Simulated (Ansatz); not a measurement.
The elements of this relaxed trial crystal are hidden behind letters.

```
lattice vectors (Å)
   0.0000    4.0224    4.0224
   4.0224    0.0000    4.0224
   4.0224    4.0224    0.0000
fractional positions
X 0.0000 0.0000 0.0000
Z 0.7153 0.7153 0.2847
Z 0.2847 0.7153 0.2847
Z 0.7153 0.2847 0.2847
Z 0.2847 0.2847 0.7153
Z 0.7153 0.2847 0.7153
Z 0.2847 0.7153 0.7153
Q 0.7500 0.7500 0.7500
Q 0.2500 0.2500 0.2500
```

These are results of Ansatz, DFT PBE, scalar-relativistic, plane waves, PAW, not measurements. The final run on the 9-atom cell used 420 eV, a Γ-centred 8×8×8 mesh, 0.10 eV smearing and collinear spin.

- Space group: Fm-3m (No. 225)
- Conventional cell: a = 8.045 Å
- Volume per atom: 14.46 Å³
- Density: 5.38 g/cm³
- Energy over the elements: +0.45 eV/atom
- Gap on the 8×8×8 mesh of the 9-atom cell: 0 eV (a metal)
- Net moment per atom: 0.17 μB

Energies are uncorrected and count from the elements' standard states at the same level.

**Question.** X is a d-block element of period 4, Z is a p-block element of period 3 and Q is a d-block element of period 5. Which elements are they?

**Answer.** X = V, Z = Si, Q = Ru, so the formula is VSi6Ru2. Density times volume gives a mean mass of 5.38 × 14.46/1.6605 = 46.9 u per atom, and this set has 46.8 u. Around V lie 6 Si at 2.29 Å; around Si lie 1 V at 2.29 Å, 4 Si at 2.45 Å and 4 Ru at 2.86 Å; Ru has 12 Si at 2.86 Å. Other sets within the hints have nearly the same mass, so mass alone doesn't settle it; this one was computed.

Another magnetic order may lie lower. A structure relaxed within its symmetry needn't be a true minimum.
